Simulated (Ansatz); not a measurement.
Run on Au (bcc type): DFT, PBEsol, all-electron LAPW, scalar-relativistic (Ansatz 0.2.0).

The cell comes from a relaxation on PAW files under the same functional, begun from a prototype that needn't be the stable phase.

Command: `ansatz run input.yaml --threads 1 --pin off --max-ram 2048MiB --backend cpu --events-out ev --progress --plain --runs-dir out` It took 34 s on 1 thread of Intel(R) Xeon(R) Platinum 8259CL CPU @ 2.50GHz (Skylake/Cascade Lake) (shared host), peak memory 0.48 GiB.

```yaml
crystal:
  lattice:
    - [-1.6213365997, 1.6213365997, 1.6213365997]
    - [1.6213365997, -1.6213365997, 1.6213365997]
    - [1.6213365997, 1.6213365997, -1.6213365997]
  atoms:
    - { symbol: Au, position: [0.0, 0.0, 0.0] }
kpoints:
  mp_grid: { grid: [18, 18, 18] }
  band_path:
    path:
      - [0.0, 0.0, 0.0]
      - [0.5, -0.5, 0.5]
      - [0.0, 0.0, 0.5]
      - [0.0, 0.0, 0.0]
      - [0.25, 0.25, 0.25]
      - [0.5, -0.5, 0.5]
      - [0.25, 0.25, 0.25]
      - [0.0, 0.0, 0.5]
    npoints: 14
scf:
  occupations: { method: fermi_dirac, width: 0.1 }
hamiltonian:
  xc: pbesol
  pseudopotentials: { kind: all_electron, lapw: { basis_error: 0.001 } }
output:
  forces: true
  stress: true
  eigenvalues: true
  populations: true
  dos: { projected: true, de: 0.2, e_range: [-14, 8] }
```

Output:

```
Au: projections on atomic orbitals take those of the free atom 1s2 2s2 2p6 3s2 3p6 3d10 4s2 4p6 4d10 4f14 5s2 5p6 5d10 6s1, of charge +0.00 (hamiltonian.pseudopotentials.projection_atoms)
LAPW: plane waves up to 8.322 Å⁻¹, error target 1.0e-3 eV per atom; small_component_spin mean_spin; Au in spheres of 1.404 Å, 43 of its electrons in bands, Dirac shells [] (how accurate: hamiltonian.pseudopotentials.lapw.basis_error, Limitations)
Engine: ansatz 0.2.0
Pseudopotentials: kind: all_electron
Pseudopotential: Au, LAPW, valence charge 43, lapw/all_electron/scalar/gaussian/Au, Koelling and Harmon's equation, gaussian nucleus
Functional definition: PBEsol
  exchange = pbesol_x
  correlation = pbesol_c
Crystal: 1 atoms, lattice volume = 17.048 Å³
Basis set: ecut = 263.86044368527604 eV, 177 PW (Γ), exchange–correlation at level 2
Bands: 26, of which v1, the nominal top of the filled ones, is band 22 counted from 1 (21 counted from 0)
Symmetry: 48 space group operations
Space group: Im-3m (ITA 229), of the structure as read, at distance tolerance 2.6e-5 Å
k-points: 195 of 5832
Non-local potential: Au, projectors of the file, none
Initial density: superposition of atomic densities (chi_scale 0.1, normalization cell)
Initial wavefunctions: plane waves of lowest kinetic energy (no species holds an atomic orbital)
Functional: x = pbesol(κ = 0.804, μ = 0.12345679012345678), c = pbesol(β = 0.046)
iter 1 solved again at ethr=2.17e-4 eV; its pass at ethr=1.00e-1 eV (dr2=9.33e-2 eV) is discarded
SCF iter   1: F=—  HF=-517082.976911 eV  |F-HF|=—  |Δ(HF+E_count)|=         —  Δρ=2.92e-2  dr2=9.35e-2  ethr=2.17e-4  ⟨swp⟩=3.0  Hψ=31963  notcnv=0
preconditioner: auto → Kerker (q_TF=auto, 3.183 Å⁻¹)  [metal: Δε(μ)=0.112 eV  Ē_g=15.726 eV  σ=0.100 eV  W_gap=0.27  n_scr=12 (ndim 8)  ℏωp=29.8 eV  f_vac=0.000  D(μ)=0.21/eV (n_scr^D=0)]
SCF iter   2: F=—  HF=-517082.687389 eV  |F-HF|=—  |Δ(HF+E_count)|=   2.90e-1  Δρ=7.84e-3  dr2=9.48e-3  ethr=2.17e-4  ⟨swp⟩=2.0  Hψ=15590  notcnv=0
SCF iter   3: F=—  HF=-517082.665360 eV  |F-HF|=—  |Δ(HF+E_count)|=         —  Δρ=8.34e-3  dr2=1.06e-2  ethr=2.21e-5  ⟨swp⟩=2.0  Hψ=14746  notcnv=0
the basis was enlarged: its passes take 56.7 KiB over the memory plan, 1 of 1 planned eigensolver slots
SCF iter   4: F=—  HF=-517082.663060 eV  |F-HF|=—  |Δ(HF+E_count)|=   2.30e-3  Δρ=4.91e-3  dr2=4.26e-3  ethr=2.21e-5  ⟨swp⟩=2.0  Hψ=14705  notcnv=0
SCF iter   5: F=—  HF=-517082.662935 eV  |F-HF|=—  |Δ(HF+E_count)|=   1.25e-4  Δρ=2.02e-3  dr2=8.28e-4  ethr=9.90e-6  ⟨swp⟩=2.0  Hψ=14073  notcnv=0
iter 6 solved again at ethr=3.48e-8 eV; its pass at ethr=1.93e-6 eV (dr2=1.50e-5 eV) is discarded
SCF iter   6: F=—  HF=-517082.663052 eV  |F-HF|=—  |Δ(HF+E_count)|=   1.17e-4  Δρ=3.33e-4  dr2=1.49e-5  ethr=3.48e-8  ⟨swp⟩=2.0  Hψ=25201  notcnv=0
SCF iter   7: F=—  HF=-517082.663052 eV  |F-HF|=—  |Δ(HF+E_count)|=   1.94e-7  Δρ=6.31e-5  dr2=3.81e-7  ethr=3.47e-8  ⟨swp⟩=2.0  Hψ=14746  notcnv=0
SCF iter   8: F=-517082.663052 eV  HF=-517082.663052 eV  |F-HF|=4.66e-10  |Δ(HF+E_count)|=   3.73e-8  Δρ=6.31e-6  dr2=2.80e-9  ethr=8.86e-10  ⟨swp⟩=2.0  Hψ=14748  notcnv=0
SCF 1 converged in 8 iterations: F = -517082.663052 eV  dr2 = 2.80e-9
NSCF: frozen V_eff on 99 k-points
SCF converged after 8 iterations
Free energy (F): -517082.663052 eV
Harris-Foulkes:  -517082.663052 eV  (|F-HF|=4.66e-10)
Internal energy: -517082.655374 eV  (E = F + TS)
E sigma→0 (E₀):  -517082.659213 eV
Entropy (-TS):   -0.007678 eV (-7.678 meV/atom)
Fermi energy:    25.005458 eV
--- Per-component energies (eV) ---
  E_band       = -3850.536906
  E_kinetic    = 589301.900124
  E_xc         = -9771.473947
  E_electrostatic = -1096613.081552  (all electrons and nuclei)
  E_smearing   = -0.007678  (= −TS)
  E_closure    = 0.000000  (closes the sum)
  E_atoms      = -517078.755165  (free atoms, spherical and without spin; not in F)
  Σ components = -517082.663052   (vs F -517082.663052, Δ=0.00e0)
  Basis errors (estimates in eV, not in F): energy 2.8e-4 per atom: plane waves 2.4e-4 (1.2e-4 summed), levels above the bands 2.1e-71, relativity 5.3e-9, radial functions 3.4e-5, core shells 3.3e-8; eigenvalues (radial functions only) 7.5e-6; not estimated: angular momenta, meshes, grids; target (lapw.basis_error) 1.0e-3; muffin-tin radii Au 1.404 Å
--- Forces (eV/Å), atoms counted from 1 ---
  atom   1  Au    -0.00000000     0.00000000     0.00000000
  max |Σ_I F_I| component: 6.41e-31 eV/Å
--- Stress (GPa, compression-positive) ---
       -0.031893      -0.000000      -0.000000
       -0.000000      -0.031893       0.000000
       -0.000000       0.000000      -0.031893
  P = ⅓ Tr σ = -0.0319 GPa (-0.319 kbar)
--- Band table (eV; the first three rows and the last of 195) ---
  k-point 0: bands = ["-297.6148", "-297.6148", "-297.6148", "-297.5907", "-297.5907", "-80.5367", "-53.5876", "-53.5722", "-53.5722", "-53.5722", "-53.5578", "-53.5578", "-53.5578", "-31.8232", "-31.8232", "-31.8232", "15.0695", "20.1250", "20.1250", "20.1250", "22.0822", "22.0822", "41.3864", "41.3864", "41.3864", "49.2757"]
  k-point 1: bands = ["-297.6148", "-297.6148", "-297.6148", "-297.5907", "-297.5907", "-80.5363", "-53.5877", "-53.5722", "-53.5722", "-53.5721", "-53.5578", "-53.5578", "-53.5578", "-31.8301", "-31.8257", "-31.8231", "15.1841", "20.0877", "20.1280", "20.2065", "22.0365", "22.0848", "41.3870", "41.4196", "41.5335", "47.7598"]
  k-point 2: bands = ["-297.6148", "-297.6148", "-297.6148", "-297.5907", "-297.5907", "-80.5351", "-53.5878", "-53.5721", "-53.5721", "-53.5721", "-53.5579", "-53.5578", "-53.5578", "-31.8500", "-31.8329", "-31.8229", "15.5190", "19.9822", "20.1332", "20.4468", "21.9248", "22.0936", "41.1933", "41.4182", "41.9629", "46.1582"]
  k-point 194: bands = ["-297.6148", "-297.6148", "-297.6148", "-297.5907", "-297.5907", "-80.5122", "-53.5899", "-53.5713", "-53.5713", "-53.5713", "-53.5584", "-53.5584", "-53.5584", "-31.9970", "-31.9970", "-31.9970", "18.1442", "18.1442", "23.2528", "23.2528", "23.2528", "31.2305", "31.2305", "31.2305", "34.7062", "40.9351"]
--- Löwdin populations: 1 site ---
  site symbol       q [e]
     0     Au     78.8345
  spilling = 0.002095 (of n_electrons = 79.000000)
```

populations.tsv:

```
# site	symbol	l	j	q
# orbitals = lowdin
# n_electrons = 79.000000
# spilling = 0.002095
# projection_atom_Au: 1s2 2s2 2p6 3s2 3p6 3d10 4s2 4p6 4d10 4f14 5s2 5p6 5d10 6s1
0	Au	0_1S	-	2.000000
0	Au	0_2S	-	1.999996
0	Au	0_3S	-	1.999950
0	Au	0_4S	-	1.999495
0	Au	0_5S	-	1.992666
0	Au	0_6S	-	1.108638
0	Au	1_2P	-	6.000000
0	Au	1_3P	-	5.999999
0	Au	1_4P	-	5.999989
0	Au	1_5P	-	5.998869
0	Au	2_3D	-	10.000000
0	Au	2_4D	-	9.999995
0	Au	2_5D	-	9.734874
0	Au	3_4F	-	13.999994
```

Next run (volume at 0.95 of the series' base cell), as changes to the input before:

```diff
   lattice:
-    - [-1.6213365997, 1.6213365997, 1.6213365997]
-    - [1.6213365997, -1.6213365997, 1.6213365997]
-    - [1.6213365997, 1.6213365997, -1.6213365997]
+    - [-1.5938510086, 1.5938510086, 1.5938510086]
+    - [1.5938510086, -1.5938510086, 1.5938510086]
+    - [1.5938510086, 1.5938510086, -1.5938510086]
   atoms:
   mp_grid: { grid: [18, 18, 18] }
-  band_path:
-    path:
-      - [0.0, 0.0, 0.0]
-      - [0.5, -0.5, 0.5]
-      - [0.0, 0.0, 0.5]
-      - [0.0, 0.0, 0.0]
-      - [0.25, 0.25, 0.25]
-      - [0.5, -0.5, 0.5]
-      - [0.25, 0.25, 0.25]
-      - [0.0, 0.0, 0.5]
-    npoints: 14
 scf:
   populations: true
-  dos: { projected: true, de: 0.2, e_range: [-14, 8] }
```

Command: `ansatz run input.yaml --threads 1 --pin off --max-ram 2048MiB --backend cpu --events-out ev --progress --plain --runs-dir out` It took 31 s on 1 thread of Intel(R) Xeon(R) Platinum 8259CL CPU @ 2.50GHz (Skylake/Cascade Lake) (shared host), peak memory 0.47 GiB.

Results part of the output:

```
SCF 1 converged in 8 iterations: F = -517082.637346 eV  dr2 = 2.59e-9
SCF converged after 8 iterations
Free energy (F): -517082.637346 eV
Harris-Foulkes:  -517082.637346 eV  (|F-HF|=2.91e-10)
Internal energy: -517082.630483 eV  (E = F + TS)
E sigma→0 (E₀):  -517082.633915 eV
Entropy (-TS):   -0.006864 eV (-6.864 meV/atom)
Fermi energy:    26.709083 eV
--- Per-component energies (eV) ---
  E_band       = -3785.907159
  E_kinetic    = 589305.245509
  E_xc         = -9772.137521
  E_electrostatic = -1096615.738471  (all electrons and nuclei)
  E_smearing   = -0.006864  (= −TS)
  E_closure    = -0.000000  (closes the sum)
  E_atoms      = -517078.755165  (free atoms, spherical and without spin; not in F)
  Σ components = -517082.637346   (vs F -517082.637346, Δ=0.00e0)
  Basis errors (estimates in eV, not in F): energy 2.8e-4 per atom: plane waves 2.4e-4 (1.2e-4 summed), levels above the bands 8.7e-74, relativity 9.0e-9, radial functions 3.6e-5, core shells 5.8e-8; eigenvalues (radial functions only) 7.5e-6; not estimated: angular momenta, meshes, grids; target (lapw.basis_error) 1.0e-3; muffin-tin radii Au 1.380 Å
--- Forces (eV/Å), atoms counted from 1 ---
  atom   1  Au    -0.00000000     0.00000000    -0.00000000
  max |Σ_I F_I| component: 1.18e-30 eV/Å
--- Stress (GPa, compression-positive) ---
       10.277565      -0.000000      -0.000000
       -0.000000      10.277565       0.000000
       -0.000000       0.000000      10.277565
  P = ⅓ Tr σ = 10.2776 GPa (102.776 kbar)
--- Band table (eV; the first three rows and the last of 195) ---
  k-point 0: bands = ["-296.0866", "-296.0866", "-296.0866", "-296.0613", "-296.0613", "-79.0277", "-52.0611", "-52.0453", "-52.0453", "-52.0453", "-52.0301", "-52.0301", "-52.0301", "-30.2964", "-30.2964", "-30.2964", "16.2132", "21.5262", "21.5262", "21.5262", "23.6497", "23.6497", "43.0754", "43.0754", "43.0754", "51.9215"]
  k-point 1: bands = ["-296.0866", "-296.0866", "-296.0866", "-296.0613", "-296.0613", "-79.0271", "-52.0612", "-52.0453", "-52.0453", "-52.0453", "-52.0301", "-52.0301", "-52.0301", "-30.3050", "-30.2995", "-30.2964", "16.3334", "21.4853", "21.5290", "21.6144", "23.5987", "23.6526", "43.1045", "43.1168", "43.2356", "50.1255"]
  k-point 2: bands = ["-296.0866", "-296.0866", "-296.0866", "-296.0613", "-296.0613", "-79.0256", "-52.0613", "-52.0453", "-52.0452", "-52.0452", "-52.0302", "-52.0301", "-52.0301", "-30.3294", "-30.3083", "-30.2961", "16.6843", "21.3694", "21.5326", "21.8746", "23.4745", "23.6623", "43.0090", "43.1446", "43.7038", "48.6023"]
  k-point 194: bands = ["-296.0866", "-296.0866", "-296.0866", "-296.0613", "-296.0613", "-78.9958", "-52.0641", "-52.0442", "-52.0442", "-52.0442", "-52.0309", "-52.0309", "-52.0309", "-30.5079", "-30.5079", "-30.5079", "19.3509", "19.3509", "24.9384", "24.9384", "24.9384", "32.9849", "32.9849", "32.9849", "37.0498", "43.2212"]
--- Löwdin populations: 1 site ---
  site symbol       q [e]
     0     Au     78.8278
  spilling = 0.002180 (of n_electrons = 79.000000)
```

Next run (volume at 0.85 of the series' base cell), as changes to the input before:

```diff
   lattice:
-    - [-1.5938510086, 1.5938510086, 1.5938510086]
-    - [1.5938510086, -1.5938510086, 1.5938510086]
-    - [1.5938510086, 1.5938510086, -1.5938510086]
+    - [-1.5358406627, 1.5358406627, 1.5358406627]
+    - [1.5358406627, -1.5358406627, 1.5358406627]
+    - [1.5358406627, 1.5358406627, -1.5358406627]
   atoms:
```

Results part of the output:

```
SCF 1 converged in 8 iterations: F = -517082.364843 eV  dr2 = 2.32e-9
SCF converged after 8 iterations
Free energy (F): -517082.364843 eV
Harris-Foulkes:  -517082.364843 eV  (|F-HF|=4.07e-10)
Internal energy: -517082.358693 eV  (E = F + TS)
E sigma→0 (E₀):  -517082.361768 eV
Entropy (-TS):   -0.006150 eV (-6.150 meV/atom)
Fermi energy:    30.739501 eV
--- Per-component energies (eV) ---
  E_band       = -3633.236364
  E_kinetic    = 589314.576620
  E_xc         = -9773.862314
  E_electrostatic = -1096623.072998  (all electrons and nuclei)
  E_smearing   = -0.006150  (= −TS)
  E_closure    = 0.000000  (closes the sum)
  E_atoms      = -517078.755165  (free atoms, spherical and without spin; not in F)
  Σ components = -517082.364843   (vs F -517082.364843, Δ=0.00e0)
  Basis errors (estimates in eV, not in F): energy 2.8e-4 per atom: plane waves 2.4e-4 (1.2e-4 summed), levels above the bands 2.9e-79, relativity 8.3e-8, radial functions 4.0e-5, core shells 1.9e-7; eigenvalues (radial functions only) 6.4e-6; not estimated: angular momenta, meshes, grids; target (lapw.basis_error) 1.0e-3; muffin-tin radii Au 1.330 Å
--- Forces (eV/Å), atoms counted from 1 ---
  atom   1  Au    -0.00000000    -0.00000000     0.00000000
  max |Σ_I F_I| component: 2.01e-31 eV/Å
--- Stress (GPa, compression-positive) ---
       44.717598       0.000000      -0.000000
        0.000000      44.717598      -0.000000
       -0.000000      -0.000000      44.717598
  P = ⅓ Tr σ = 44.7176 GPa (447.176 kbar)
--- Band table (eV; the first three rows and the last of 195) ---
  k-point 0: bands = ["-292.4651", "-292.4651", "-292.4651", "-292.4376", "-292.4376", "-75.4677", "-48.4446", "-48.4286", "-48.4286", "-48.4286", "-48.4113", "-48.4113", "-48.4113", "-26.6876", "-26.6876", "-26.6876", "18.9282", "24.8112", "24.8112", "24.8112", "27.3360", "27.3360", "46.9714", "46.9714", "46.9714", "57.3978"]
  k-point 1: bands = ["-292.4651", "-292.4651", "-292.4651", "-292.4376", "-292.4376", "-75.4668", "-48.4447", "-48.4285", "-48.4285", "-48.4285", "-48.4114", "-48.4114", "-48.4113", "-26.7008", "-26.6923", "-26.6875", "19.0619", "24.7610", "24.8130", "24.9156", "27.2712", "27.3395", "47.0316", "47.0661", "47.1615", "55.5428"]
  k-point 2: bands = ["-292.4651", "-292.4651", "-292.4651", "-292.4376", "-292.4376", "-75.4641", "-48.4449", "-48.4285", "-48.4284", "-48.4284", "-48.4115", "-48.4114", "-48.4114", "-26.7386", "-26.7056", "-26.6873", "19.4510", "24.6193", "24.8122", "25.2240", "27.1152", "27.3514", "47.1230", "47.1850", "47.7182", "53.8464"]
  k-point 194: bands = ["-292.4651", "-292.4651", "-292.4651", "-292.4376", "-292.4376", "-75.4120", "-48.4496", "-48.4265", "-48.4265", "-48.4265", "-48.4126", "-48.4126", "-48.4126", "-27.0073", "-27.0073", "-27.0073", "22.1577", "22.1577", "28.9227", "28.9227", "28.9227", "37.1173", "37.1173", "37.1173", "42.5651", "48.6241"]
--- Löwdin populations: 1 site ---
  site symbol       q [e]
     0     Au     78.8154
  spilling = 0.002337 (of n_electrons = 79.000000)
```

Next run (volume at 0.75 of the series' base cell), as changes to the input before:

```diff
   lattice:
-    - [-1.5358406627, 1.5358406627, 1.5358406627]
-    - [1.5358406627, -1.5358406627, 1.5358406627]
-    - [1.5358406627, 1.5358406627, -1.5358406627]
+    - [-1.4730820616, 1.4730820616, 1.4730820616]
+    - [1.4730820616, -1.4730820616, 1.4730820616]
+    - [1.4730820616, 1.4730820616, -1.4730820616]
   atoms:
   mp_grid: { grid: [18, 18, 18] }
+  band_path:
+    path:
+      - [0.0, 0.0, 0.0]
+      - [0.5, -0.5, 0.5]
+      - [0.0, 0.0, 0.5]
+      - [0.0, 0.0, 0.0]
+      - [0.25, 0.25, 0.25]
+      - [0.5, -0.5, 0.5]
+      - [0.25, 0.25, 0.25]
+      - [0.0, 0.0, 0.5]
+    npoints: 8
 scf:
   populations: true
+  dos: { projected: true, de: 0.2, e_range: [-14, 8] }
```

Results part of the output:

```
SCF 1 converged in 8 iterations: F = -517081.572012 eV  dr2 = 1.20e-9
NSCF: frozen V_eff on 57 k-points
SCF converged after 8 iterations
Free energy (F): -517081.572012 eV
Harris-Foulkes:  -517081.572012 eV  (|F-HF|=1.40e-9)
Internal energy: -517081.566257 eV  (E = F + TS)
E sigma→0 (E₀):  -517081.569135 eV
Entropy (-TS):   -0.005754 eV (-5.754 meV/atom)
Fermi energy:    35.893094 eV
--- Per-component energies (eV) ---
  E_band       = -3439.319604
  E_kinetic    = 589329.158538
  E_xc         = -9776.325123
  E_electrostatic = -1096634.399672  (all electrons and nuclei)
  E_smearing   = -0.005754  (= −TS)
  E_closure    = 0.000000  (closes the sum)
  E_atoms      = -517078.755165  (free atoms, spherical and without spin; not in F)
  Σ components = -517081.572012   (vs F -517081.572012, Δ=0.00e0)
  Basis errors (estimates in eV, not in F): energy 2.8e-4 per atom: plane waves 2.4e-4 (1.2e-4 summed), levels above the bands 1.0e-85, relativity 8.5e-8, radial functions 4.2e-5, core shells 7.0e-7; eigenvalues (radial functions only) 1.8e-6; not estimated: angular momenta, meshes, grids; target (lapw.basis_error) 1.0e-3; muffin-tin radii Au 1.276 Å
--- Forces (eV/Å), atoms counted from 1 ---
  atom   1  Au     0.00000000    -0.00000000     0.00000000
  max |Σ_I F_I| component: 1.73e-31 eV/Å
--- Stress (GPa, compression-positive) ---
      111.772558       0.000000       0.000000
        0.000000     111.772558      -0.000000
        0.000000      -0.000000     111.772558
  P = ⅓ Tr σ = 111.7726 GPa (1117.726 kbar)
--- Band table (eV; the first three rows and the last of 195) ---
  k-point 0: bands = ["-287.8456", "-287.8456", "-287.8456", "-287.8162", "-287.8162", "-70.9602", "-43.8327", "-43.8179", "-43.8179", "-43.8179", "-43.7980", "-43.7980", "-43.7980", "-22.0984", "-22.0984", "-22.0984", "22.4125", "28.9397", "28.9397", "28.9397", "31.9887", "31.9887", "51.7651", "51.7651", "51.7651", "63.9232"]
  k-point 1: bands = ["-287.8456", "-287.8456", "-287.8456", "-287.8162", "-287.8162", "-70.9584", "-43.8329", "-43.8178", "-43.8178", "-43.8178", "-43.7981", "-43.7980", "-43.7980", "-22.1196", "-22.1056", "-22.0983", "22.5642", "28.8769", "28.9402", "29.0656", "31.9037", "31.9928", "51.8489", "51.9421", "51.9917", "62.1580"]
  k-point 2: bands = ["-287.8456", "-287.8456", "-287.8456", "-287.8162", "-287.8162", "-70.9535", "-43.8333", "-43.8178", "-43.8176", "-43.8175", "-43.7983", "-43.7981", "-43.7980", "-22.1804", "-22.1264", "-22.0981", "23.0036", "28.6999", "28.9331", "29.4379", "31.7023", "32.0075", "52.0158", "52.3152", "52.6558", "60.2051"]
  k-point 194: bands = ["-287.8456", "-287.8456", "-287.8456", "-287.8162", "-287.8162", "-70.8578", "-43.8416", "-43.8141", "-43.8141", "-43.8141", "-43.8003", "-43.8003", "-43.8003", "-22.5988", "-22.5988", "-22.5988", "25.6461", "25.6461", "33.9911", "33.9911", "33.9911", "42.3571", "42.3571", "42.3571", "49.5312", "55.5040"]
--- Löwdin populations: 1 site ---
  site symbol       q [e]
     0     Au     78.8045
  spilling = 0.002474 (of n_electrons = 79.000000)
```

Spin–orbit coupling is left out, which matters for the heavy atoms. The structure type is held throughout; the real material can change phase at far lower pressure.
